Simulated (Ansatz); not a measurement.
## Calculated 79Br nuclear quadrupole resonance for Cs3Sc2Br9

Cell: a Materials Project structure (computed, not necessarily an observed phase), atoms as given.

Space group P6_3/mmc (No. 194); a = 7.7546, c = 19.4394 Å, γ = 120.00°.

| site | Wyckoff | site symmetry | x | y | z |
| --- | --- | --- | --- | --- | --- |
| Cs1 | 4f | 3m. | 0.6667 | 0.3333 | 0.5748 |
| Cs5 | 2b | -6m2 | 0.0000 | 0.0000 | 0.7500 |
| Sc | 4f | 3m. | 0.6667 | 0.3333 | 0.1557 |
| Br11 | 12k | .m. | 0.3397 | 0.1699 | 0.0881 |
| Br23 | 6h | mm2 | 0.0220 | 0.5110 | 0.7500 |

One atom of each set is listed.

Method: Kohn–Sham DFT in Ansatz, r2SCAN, plane waves and PAW, scalar-relativistic, 500 eV cutoff, Γ-centred 4×4×2 k-points, Fermi–Dirac smearing 0.02 eV.

79Br: I = 3/2, Q = 308.7 mb (year-2017 value). Static lattice, zero field.

Problem. Predict the zero-field 79Br lines of each site.

Solution. For I = 3/2 there is one line, ν = (|C_Q|/2)(1 + η²/3)^½.

| site | atoms | V_zz (10²¹ V/m²) | C_Q (MHz) | η | line frequencies (MHz) |
| --- | --- | --- | --- | --- | --- |
| Br11 | 12 | 8.50 | 63.4 | 0.02 | 31.7 |
| Br23 | 6 | -12.25 | -91.4 | 0.38 | 46.8 |

Problem. And for ⁸¹Br (I = 3/2, Q = 257.9 mb) on Br23?

Solution. C_Q scales with Q to -76.4 MHz, with lines at 39.1 MHz.

At Br11 V_zz points along its bond to Sc (within 2°). At Br23 V_zz stands upright on the plane of its two bonds (within 1°).

The run took 4.3 min of wall time (8.4 min of CPU time) and 4.2 GiB at its peak, on 2 threads of Arm Neoverse N1 (aarch64; 36 cores open to the job, memory cap 5.0 GiB, no GPU), a shared host with a load of 0.9 a core.
